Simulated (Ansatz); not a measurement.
Consider the following.

WC:
```
WC
1.0
    0.00000     2.17280     2.17280
    2.17280     0.00000     2.17280
    2.17280     2.17280     0.00000
W C
1 1
Cartesian
  0.00000   0.00000   0.00000
  2.17280   2.17280   2.17280
```

This is the PBEsol-relaxed structure.

Q: All from plane-wave PAW PBEsol (Ansatz code), unless another level is named. Give the electronic character.

A: metallic (no gap).

Q: Give the formation energy from the elements (no fitted shifts).

A: 0.21 eV/atom.

Q: What about the density of states at the Fermi level?

A: 0.54 states/eV per atom (mean over ±0.08 eV).

Space group Fm-3m (rock salt). The workflow started from a Materials Project entry (that database holds measured and hypothetical structures alike); the Crystallography Open Database copy checked does not list it. It is not the phase usual at ambient conditions (space group No. 187). The PBEsol relaxation kept the symmetry of its start; whether a distortion lowers the energy is not shown. The run is not spin-polarised. Its formation energy is positive at this level, so the cell may be metastable or incomplete. The references are the lowest solids computed at this level, not always the standard phases. Spin–orbit coupling is left out wherever it is not named.

Potentials: the earlier of the program's two PAW sets. The files were generated under PBE; for other functionals the program regenerates the frozen cores, and for LDA and PBEsol the local potential too.
